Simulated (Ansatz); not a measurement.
## Quadrupolar parameters in Si₂Mo under strain

The cell is a COD entry, relaxed with PBE at fixed cell and then changed (z compressed by 3 %, ions relaxed).

```
CELL_PARAMETERS angstrom
-1.60000 1.60000 3.81258
1.60000 -1.60000 3.81258
1.60000 1.60000 -3.81258
ATOMIC_POSITIONS crystal
Si 0.33456 0.33456 0.00000
Si 0.66544 0.66544 0.00000
Mo 0.00000 0.00000 0.00000
```

Atom numbers follow the list; atoms alike are taken as one site, whose name carries the number of the first.

Level of theory: DFT, PBE, plane waves and PAW, scalar-relativistic, 420 eV cutoff, Γ-centred 20×20×20 k-points, Fermi–Dirac smearing 0.05 eV (Ansatz 0.2.0).

C_Q = eQV_zz/h, which is 24.18 MHz for Q = 1 b and V_zz = 10²¹ V/m²; η = (V_xx − V_yy)/V_zz. ν_Q = 3|C_Q|/[2I(2I − 1)].

⁹⁵Mo: I = 5/2, Q = -22.00 mb. Quadrupole moments are those of Pyykkö's year-2017 table.

(1) Which values are expected at the nuclei?

## Answers

(1) 

| site | atoms (order as listed) | first shell | C_Q (MHz) | η | ν_Q (MHz) |
| --- | --- | --- | --- | --- | --- |
| Mo | 3 | 10 Si at 2.55–2.59 Å | 5.29 | 0.00 | 0.793 |

An axis of threefold or higher order runs through Mo, so V_zz lies along it and η is zero.

Si has no stable isotope with a ground-state quadrupole moment in the table, so these sites are left out.

With no gap above 0.1 eV, as in a metal, the gradients converge slowly in k; expect changes of a tenth or more on a denser mesh. Without spin–orbit coupling (the program notes it for Mo) the gradients can shift somewhat, as the gap is small. At this changed cell the PBE pressure is 10 GPa.
